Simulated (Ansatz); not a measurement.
W:
Space group R-3m, hexagonal axes (No. 166); a = 5.1536 Å, b = 5.1536 Å, c = 27.9411 Å, α = 90.00°, β = 90.00°, γ = 120.00°

```json
[
 {"atom": "W", "site": "18h", "symmetry": ".m", "x": "0.3356", "y": "0.1678", "z": "0.0783"},
 {"atom": "W", "site": "6c", "symmetry": "3m", "x": "0.0000", "y": "0.0000", "z": "0.1673"},
 {"atom": "W", "site": "3a", "symmetry": "-3m", "x": "0.0000", "y": "0.0000", "z": "0.0000"},
 {"atom": "W", "site": "6c", "symmetry": "3m", "x": "0.0000", "y": "0.0000", "z": "0.4548"},
 {"atom": "W", "site": "6c", "symmetry": "3m", "x": "0.0000", "y": "0.0000", "z": "0.3469"}
]
```
(The calculation used a cell of 13 atoms; values per cell refer to that cell.)

Relaxed at zero pressure with r²SCAN in the plane-wave PAW code Ansatz.

Problem. The volume is raised by 3 % and shape and atoms relax at that volume. What pressure results, and how do the axes share the change?

Solution. -8.1 GPa; a 0.8 %, b 0.8 %, c 1.3 %; the energy rises by 13 meV/atom.

Problem. Give the new structure.

Solution. 
Space group R-3m, hexagonal axes (No. 166); a = 5.1973 Å, b = 5.1973 Å, c = 28.2972 Å, α = 90.00°, β = 90.00°, γ = 120.00°

```
atom  site  symmetry       x       y       z
----  ----  --------  ------  ------  ------
W      18h        .m  0.3353  0.1676  0.0785
W       6c        3m  0.0000  0.0000  0.1671
W       3a       -3m  0.0000  0.0000  0.0000
W       6c        3m  0.0000  0.0000  0.4551
W       6c        3m  0.0000  0.0000  0.3457
```

The phase is kept; no other phase was compared at this pressure.

The start of the workflow was typed in or built on a structure type; neither database checked (COD, Materials Project) lists it. It is not the phase usual at ambient conditions (space group No. 229). Symmetry was held in the r²SCAN relaxation; its stability against distortions is not shown here. The run is not spin-polarised. Axis ratios of metals converge slowly with the k-mesh, so a and c are less sure than the volume. Spin–orbit coupling is left out wherever it is not named.

Potentials: the earlier of the program's two PAW sets.
